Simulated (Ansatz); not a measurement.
ZrCu₅ in space group F-43m (No. 216; Cu on 4c, Cu on 16e, Zr on 4a), r²SCAN in the plane-wave PAW code Ansatz, all energies at zero smearing, with the estimated change up to a 700 eV cutoff added, with one set of potentials and settings (totals compare only within such a set). Cell of 6 atoms (5 Cu, 1 Zr): -37352.046 eV.

| element | reference phase | E (eV/atom) |
|---|---|---|
| Cu | Fm-3m, 1 atoms in the cell | -6631.2396 |
| Zr | P6_3/mmc, 2 atoms in the cell | -4195.0260 |

Formation energy per atom, worked out: (-37352.046 − 5×(-6631.2396) − 1×(-4195.0260))/6 = -0.137 eV/atom (-13 kJ per mol of atoms), at 0 K, without zero-point energy or fitted corrections.

The workflow started from an entry of the Crystallography Open Database (COD). Its standing as an ambient phase is unchecked. The r²SCAN relaxation kept the symmetry of its start; its stability against distortions is not shown here. No spin polarisation was allowed. The references are the lowest solids computed at this level, not always the standard phases.

Potentials: the later of the program's two PAW sets.
